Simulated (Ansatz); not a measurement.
**K6MgSb2S8 — 123Sb NMR of the central transition**

Cell: a computed structure from the Materials Project (it need not be an observed phase).

```
K Mg Sb S
1.0
     8.07197    0.00000    0.00000
     0.27218    8.29070    0.00000
     2.74360    0.25849    8.03094
K Mg Sb S
6 1 2 8
Direct
  0.63253 0.97005 0.74877
  0.43806 0.47758 0.29413
  0.96283 0.62778 0.24540
  0.18416 0.97607 0.70524
  0.25615 0.43543 0.78732
  0.67076 0.00315 0.15697
  0.83120 0.20595 0.41369
  0.74262 0.51661 0.74833
  0.21802 0.06624 0.19869
  0.52257 0.18081 0.48797
  0.59121 0.65032 0.58127
  0.00264 0.23280 0.10573
  0.86277 0.69654 0.89223
  0.99121 0.94514 0.43689
  0.98980 0.38202 0.55604
  0.29724 0.83228 0.02743
  0.56456 0.32684 0.93890
```

Sites (sets of like atoms) are named by element and the number of their first atom in this list.

Level of theory: DFT, r2SCAN, plane waves and PAW, scalar-relativistic, 500 eV cutoff, Γ-centred 5×4×4 k-points, Fermi–Dirac smearing 0.05 eV (Ansatz 0.2.0).

123Sb has I = 7/2 and Q = -692.0 mb (Pyykkö 2018); at 23.5 T its Larmor frequency is ν₀ = 130.5 MHz (from the bare nuclear moment; shielding lowers the observed one by a per cent or two). Only the quadrupole interaction is simulated: positions count from each site's isotropic chemical shift, and shift anisotropy, dipolar and J coupling are left out.

(1) Give C_Q, η, the quadrupolar product P_Q = |C_Q|(1 + η²/3)^½, the second-order isotropic shift and the breadth of the pattern (static powder) for each Sb site.

## Answers

(1) 

```json
{"site": "Sb8", "first shell": "4 S at 2.37–2.41 Å", "C_Q (MHz)": "-82.7", "η": "0.49", "P_Q (MHz)": "86.0", "δ_QIS (ppm)": "-1107", "breadth (kHz)": "1004"}
{"site": "Sb9", "first shell": "3 S at 2.42–2.49 Å", "C_Q (MHz)": "437", "η": "0.34", "P_Q (MHz)": "445", "δ_QIS (ppm)": "-29663", "breadth (kHz)": "25330"}
```

δ_QIS = −(ν_Q²/30ν₀²)[I(I+1) − 3/4](1 + η²/3) × 10⁶ ppm with ν_Q = 3|C_Q|/[2I(2I−1)]; it falls as 1/B₀² in ppm, and the breadth as 1/B₀ in kHz.

At Sb9 V_zz stands upright on the plane through its three neighbours (within 8°).

With ν_Q/ν₀ up to 0.24, terms beyond second order are no longer negligible.

The largest force is 0.3 eV/Å, so the atoms aren't at the calculated equilibrium and relaxing them would move these values. Without spin–orbit coupling (the program notes it for Sb) the gradients are little affected as a rule: paired runs on crystals with a gap mostly move them by under 2 % at such atoms. With these PAW files V_zz is typically within 2 to 3 % of all-electron values, but misses above 10 % occur on Sb.
